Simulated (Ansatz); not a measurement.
Ansatz (a first-principles code) input:

Ansatz 0.2 input:
```yaml
crystal:
  lattice:
    - [3.9836947899, 0.0, 0.0]
    - [0.0, 3.9836947899, 0.0]
    - [0.0, 0.0, 3.9836947899]
  atoms:
    - { symbol: K, position: [0.5, 0.5, 0.5] }
    - { symbol: Mg, position: [0.0, 0.0, 0.0] }
    - { symbol: F, position: [0.0, 0.5, 0.0] }
    - { symbol: F, position: [0.5, 0.0, 0.0] }
    - { symbol: F, position: [0.0, 0.0, 0.5] }
kpoints:
  mp_grid: { grid: [6, 6, 6] }
hamiltonian:
  xc: r2scan
  pseudopotentials: { azcp: { folder: ./paw }, kind: paw }
scf:
  occupations: { method: fixed }
output:
  optics: { e_range: [0.0, 15.0], de: 0.05, sigma: 0.1, bands: { spectra_wanted_up_to: 12 eV } }
```

Output (shortened):

```
output.optics: the spectra are integrated over the Brillouin zone by k·p interpolation around the k-points, where levels, occupations, output.optics.sigma and …
Pseudopotential: K, paw, valence charge 9
Pseudopotential: Mg, paw, valence charge 10
Pseudopotential: F, paw, valence charge 7
Functional definition: r2SCAN
Crystal: 5 atoms, lattice volume = 63.221 Å³
Basis set: ecut = 500 eV, 1575 PW (Γ), exchange–correlation on 120×120×120 points (64 copies of the dense FFT grid, shifted against one another)
Bands: 25, of which v1, the nominal top of the filled ones, is band 20 counted from 1 (19 counted from 0)
Symmetry: 48 space group operations
Space group: Pm-3m (ITA 221), of the structure as read, at distance tolerance 4.0e-5 Å
k-points: 20 of 216
SCF iter   1: F=—  HF=-5909.820480 eV  |F-HF|=—  |Δ(HF+E_count)|=         —  Δρ=1.27e-1  dr2=8.00e0  dr2_τ=1.21e-1  ethr=3.10e-3  ⟨swp⟩=4.2  Hψ=1987  notcnv=0  defer=38
preconditioner: auto → Resta (q_TF=auto, 2.528 Å⁻¹)
SCF iter   2: F=—  HF=-5907.411917 eV  |F-HF|=—  |Δ(HF+E_count)|=    2.41e0  Δρ=4.33e-2  dr2=1.09e0  dr2_τ=9.85e-2  ethr=3.10e-3  ⟨swp⟩=3.2  Hψ=1216  notcnv=0  defer=41
SCF iter   3: F=—  HF=-5907.306107 eV  |F-HF|=—  |Δ(HF+E_count)|=   1.06e-1  Δρ=1.75e-2  dr2=2.27e-1  dr2_τ=1.21e-2  ethr=2.72e-3  ⟨swp⟩=2.9  Hψ=947  notcnv=0  defer=46
SCF iter   4: F=—  HF=-5907.325187 eV  |F-HF|=—  |Δ(HF+E_count)|=   1.91e-2  Δρ=5.03e-3  dr2=1.19e-2  dr2_τ=1.16e-3  ethr=5.68e-4  ⟨swp⟩=3.0  Hψ=913  notcnv=0  defer=52
SCF iter   5: F=—  HF=-5907.329285 eV  |F-HF|=—  |Δ(HF+E_count)|=   4.10e-3  Δρ=8.60e-4  dr2=2.53e-4  dr2_τ=4.63e-5  ethr=2.98e-5  ⟨swp⟩=2.3  Hψ=913  notcnv=0  defer=56
SCF iter   6: F=—  HF=-5907.329608 eV  |F-HF|=—  |Δ(HF+E_count)|=   3.23e-4  Δρ=1.67e-4  dr2=9.76e-6  dr2_τ=2.67e-6  ethr=6.33e-7  ⟨swp⟩=2.0  Hψ=944  notcnv=0  defer=53
SCF iter   7: F=—  HF=-5907.329625 eV  |F-HF|=—  |Δ(HF+E_count)|=   1.73e-5  Δρ=1.91e-5  dr2=1.12e-7  dr2_τ=2.10e-8  ethr=2.44e-8  ⟨swp⟩=2.0  Hψ=892  notcnv=0  defer=46
SCF iter   8: F=—  HF=-5907.329625 eV  |F-HF|=—  |Δ(HF+E_count)|=   6.41e-7  Δρ=2.51e-6  dr2=2.90e-9  dr2_τ=3.20e-10  ethr=2.79e-10  ⟨swp⟩=2.0  Hψ=822  notcnv=0  defer=35
SCF iter  10: F=-5907.329625 eV  HF=-5907.329625 eV  |F-HF|=4.55e-12  |Δ(HF+E_count)|=  3.18e-11  Δρ=1.07e-7  dr2=9.59e-12  dr2_τ=3.04e-13  ethr=1.00e-12  ⟨swp⟩=9.4  Hψ=2359  notcnv=0
SCF 1 converged in 10 iterations: F = -5907.329625 eV  dr2 = 9.59e-12
NSCF: frozen V_eff on 20 k-points
Optics k sum: 0 of 20 k-points
Optics k sum: 1 of 20 k-points
Optics k sum: 2 of 20 k-points
Optics k sum: 3 of 20 k-points
Optics k sum: 4 of 20 k-points
Optics k sum: 5 of 20 k-points
Optics k sum: 6 of 20 k-points
Optics k sum: 7 of 20 k-points
Optics k sum: 8 of 20 k-points
Optics k sum: 9 of 20 k-points
Optics k sum: 10 of 20 k-points
Optics k sum: 11 of 20 k-points
Optics k sum: 12 of 20 k-points
Optics k sum: 13 of 20 k-points
Optics k sum: 14 of 20 k-points
Optics k sum: 15 of 20 k-points
Optics k sum: 16 of 20 k-points
Optics k sum: 17 of 20 k-points
Optics k sum: 18 of 20 k-points
Optics k sum: 19 of 20 k-points
Optics k sum: 20 of 20 k-points
Optics k sum: 0 of 20 k-points
Optics k sum: 1 of 20 k-points
Optics k sum: 2 of 20 k-points
Optics k sum: 3 of 20 k-points
Optics k sum: 4 of 20 k-points
Optics k sum: 5 of 20 k-points
Optics k sum: 6 of 20 k-points
Optics k sum: 7 of 20 k-points
Optics k sum: 8 of 20 k-points
Optics k sum: 9 of 20 k-points
Optics k sum: 10 of 20 k-points
Optics k sum: 11 of 20 k-points
Optics k sum: 12 of 20 k-points
Optics k sum: 13 of 20 k-points
Optics k sum: 14 of 20 k-points
Optics k sum: 15 of 20 k-points
Optics k sum: 16 of 20 k-points
Optics k sum: 17 of 20 k-points
Optics k sum: 18 of 20 k-points
Optics k sum: 19 of 20 k-points
Optics k sum: 20 of 20 k-points
output.optics: what the bands over the 36 summed would add to eps1, eps2 and the energy-loss function is held between a lower and an upper bound (8 Lanczos …
SCF converged after 10 iterations
Free energy (F): -5907.329625 eV
Harris-Foulkes:  -5907.329625 eV  (|F-HF|=4.55e-12)
Internal energy: -5907.329625 eV  (E = F + TS)
E sigma→0 (E₀):  -5907.329625 eV
Fermi energy:    2.215247 eV
--- Per-component energies (eV) ---
  E_band       = -543.677233
  E_kinetic    = 928.570839
  E_local      = -3844.964139  (includes V_loc(G=0)·N_el)
  E_nonlocal   = 467.770627
  E_hartree    = 1372.770490
  E_xc         = -392.138453
  E_vxc        = -564.851024  (∫ρ·V_xc dr)
  E_paw        = -1715.879316  (= ΣΔE_a)
  E_vpaw       = -314.430132  (= ΣTr[D̂ρ^β])
  E_aug_tail   = 0.001037  (compensation charges beyond the density's cutoff)
  E_vtau       = 38.684438  (kinetic-family band-sum trace: ∫τ·v_τ [+ j·A + Jᵃ·Aᵃ] dr)
  E_ewald      = -2723.144142
  E_core_change = -0.316568  (= ΣΔE_core)
  E_smearing   =  0.000000  (= −TS)
  E_closure    =  0.000000  (closes the sum)
  Σ components = -5907.329625   (vs F -5907.329625, Δ=0.00e0)
  [band-id]    e_kinetic+e_local+e_nonlocal+2·e_hartree+e_vxc+e_vpaw+e_augmentation_tail+e_vtau = -543.677374   (vs E_band -543.677233, Δ=-1.41e-4)
--- Band table (eV; the first three rows and the last of 20) ---
  k-point 0: bands = ["-70.9392", "-36.0555", "-36.0555", "-36.0555", "-24.2962", "-19.0211", "-18.3906", "-18.3906", "-7.0222", "-7.0222", "-7.0222", "-0.1785", "-0.1785", "-0.1785", "1.5787", "1.5787", "1.5787", "1.9004", "1.9004", "1.9004", "10.5041", …
  k-point 1: bands = ["-70.9392", "-36.0576", "-36.0555", "-36.0555", "-24.2887", "-18.9903", "-18.4218", "-18.3888", "-7.0188", "-7.0083", "-7.0083", "-0.1539", "-0.1463", "-0.1463", "1.5177", "1.5246", "1.5246", "1.6516", "1.8465", "1.8465", "10.9867", …
  k-point 2: bands = ["-70.9392", "-36.0617", "-36.0554", "-36.0554", "-24.2737", "-18.9182", "-18.4945", "-18.3848", "-7.0119", "-6.9802", "-6.9802", "-0.0764", "-0.0764", "-0.0446", "1.1238", "1.3998", "1.4114", "1.4114", "1.7405", "1.7405", "12.1708", …
  k-point 19: bands = ["-70.9391", "-36.0633", "-36.0633", "-36.0633", "-24.2324", "-18.5432", "-18.5432", "-18.5432", "-7.2094", "-7.2094", "-7.2094", "-1.6153", "0.5468", "0.5468", "0.5468", "1.1112", "1.1112", "2.2152", "2.2152", "2.2152", "13.6249", …
```

Cost: very roughly 60 core-seconds on shared cores.

The cell was relaxed with r²SCAN under the symmetry of its start.

Potentials: the earlier of the program's two PAW sets. The files were generated under PBE; for other functionals the program regenerates the frozen cores, and for LDA and PBEsol the local potential too.

Ansatz is a plane-wave DFT program.
